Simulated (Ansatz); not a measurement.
Heat capacity per volume for small, fast devices

A short materials screen. The energy that a pulse needs to warm a small volume, and the thermal time constant, scale with heat capacity per volume.

α-quartz SiO2 serves as the reference. A cube of 50 nm edge is warmed by 100 K from 300 K, with the heat capacity held at its 300 K value. All rows have a gap.

Where the numbers come from (Ansatz, a plane-wave PAW program): C_V, highest phonon, zero-point energy, vibrational entropy: LDA, harmonic phonons over the whole zone; volume per atom: LDA, relaxed cell.

Working rules: share of the Dulong–Petit value = C_V/24.94; C per volume = C_V/(0.6022 V); energy = C per volume × edge³ × ΔT, with 1 nm³ = 10⁻²¹ cm³.

| crystal | C_V at 300 K (J/(K·mol of atoms)) | V (Å³/atom) | highest phonon (cm⁻¹) | zero-point energy (meV/atom) | vibrational entropy at 300 K (J/(K·mol of atoms)) | share of 3R (%) | C per volume (J/(K·cm³)) | energy (fJ) |
|---|---|---|---|---|---|---|---|---|
| α-quartz SiO2, reference | 14.9 | 12.23 | 1233 | 104 | 14.3 | 60 | 2.023 | 25 |
| α-cristobalite SiO2 | 14.9 | 14.01 | 1239 | 104 | 14.9 | 60 | 1.766 | 22 |
| TiO2 (Pbca) | 18.4 | 10.36 | 877 | 73 | 16.2 | 74 | 2.949 | 37 |
| La2O3 (P-3m1) | 21.4 | 15.54 | 563 | 49 | 25.5 | 86 | 2.287 | 29 |

Runs started from generated or typed cells of the structure named: TiO2; La2O3. Spin–orbit coupling is left out unless named.

The steps for TiO2:

1. share of 3R: 100 × 18.4/24.94 = 74 %
2. heat capacity per volume: 18.4/(0.6022 × 10.36) = 2.949 J/(K·cm³)
3. energy: 2.949 × 50³ × 100 × 10⁻⁶ = 37 fJ

In order of heat capacity per volume, lowest first: α-cristobalite SiO2 (1.766 ± 0.095), α-quartz SiO2 (2.023 ± 0.11), La2O3 (2.287 ± 0.12), TiO2 (2.949 ± 0.16). The ± follows from allowances picked for this note (C_V 2 %, volume per atom 4 %, 3 % for the model), carried to first order and added in quadrature; ≈ joins neighbours closer than their two ± added in quadrature. On this figure 1 of 3 candidates do clearly better than the reference.

Constant-volume harmonic values; C_P is higher, by little in stiff crystals and by several percent in soft ones. Where several phases of a formula are at hand, those over 0.1 eV/atom above the lowest were not drawn (by r²SCAN where it compared them, else by the largest value; a layered or molecular lowest phase counts only with a dispersion term); other phases could lie lower still. Values belong to the structures named, which need not be the stable ones; other polymorphs differ. The rows are a sample and no shortlist: familiar crystals first, some related and some not, whatever their agreement with measurement; tables with many equal figures were not kept. Limits of the draw: crystals with a gap; no unfamiliar magnets, and cubic perovskites only if shown or known to be stable. As a rule kept out of such tables: 4f compounds, open-shell compounds run without a Hubbard term, cells found unstable in the tests at hand, cells close to a higher symmetry, and runs set to a pressure or over 12 % in volume from the crystal's fullest run.
